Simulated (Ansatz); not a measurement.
HgS:
```
HgS
1.0
    3.34546     1.93158     0.00000
   -3.34546     1.93158     0.00000
   -0.00120     0.00000     9.48870
Hg S
3 3
Direct
  0.35237   0.35237   0.00000
  0.64777   0.99998   0.33332
  0.99998   0.64777   0.66668
  0.28190   0.28190   0.50000
  0.71793   0.00028   0.83334
  0.00028   0.71793   0.16666
```

Relaxed with PBEsol.

Question: Tabulate the valence density and the electron localisation function along the shortest Hg–S contact (2.65 Å), PBEsol in the plane-wave PAW code Ansatz.

Answer: 

| distance from Hg (Å) | density (e/Å³) | ELF |
|---|---|---|
| 0.26 | 13.91 | 0.66 |
| 0.40 | 10.70 | 0.58 |
| 0.53 | 7.43 | 0.53 |
| 0.66 | 4.59 | 0.49 |
| 0.79 | 2.43 | 0.43 |
| 0.93 | 1.15 | 0.35 |
| 1.06 | 0.63 | 0.26 |
| 1.19 | 0.44 | 0.22 |
| 1.32 | 0.38 | 0.29 |
| 1.46 | 0.42 | 0.48 |
| 1.59 | 0.52 | 0.70 |
| 1.72 | 0.69 | 0.83 |
| 1.85 | 0.91 | 0.87 |
| 1.99 | 1.10 | 0.84 |
| 2.12 | 1.15 | 0.73 |
| 2.25 | 0.95 | 0.45 |
| 2.38 | 0.55 | 0.11 |

The density is the valence pseudo-density with augmentation charge, so density and ELF within about 1 Å of a nucleus are not all-electron values.

Space group P3_121. The first step of the workflow began from a Materials Project structure, measured or hypothetical; the Crystallography Open Database files this formula in space group No. 152, but the cells were not matched. Its standing as an ambient phase is unchecked. The cell was relaxed with PBEsol under the symmetry of its start; whether a distortion lowers the energy is not shown. Scalar-relativistic: spin–orbit coupling is off unless named, which matters more the heavier the elements.

Potentials: the later of the program's two PAW sets.
